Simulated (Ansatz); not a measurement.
Be (diamond, Fd-3m), a = 4.899 Å, b = 4.899 Å, c = 4.899 Å, α = 90.00°, β = 90.00°, γ = 90.00°; the cell used has 2 atoms.

This is the PBE-relaxed structure.

Problem. All from PBE in the plane-wave PAW code Ansatz, unless another level is named. Predict the bulk modulus (Birch–Murnaghan fit).

Solution. 44.1 GPa.

Problem. Predict the highest zone-centre frequency.

Solution. 506 cm^-1.

Problem. Predict the elastic constants (relaxed ions, GPa).

Solution. C11 = 1.9, C12 = 64.7, C44 = -68.8.

A made-up cell: these elements were put on the sites of a structure type; neither database checked (COD, Materials Project) lists it. It is not the phase usual at ambient conditions (space group No. 194). The PBE relaxation kept the symmetry of its start. At this level the phase is mechanically unstable. As this level gives no gap, shear constants depend on the k-mesh and smearing (Fermi–Dirac, 0.1 eV here). As this level gives no gap, phonon frequencies hold no LO–TO term and depend on the k-mesh and smearing (Fermi–Dirac, 0.1 eV here).

Potentials: the later of the program's two PAW sets.
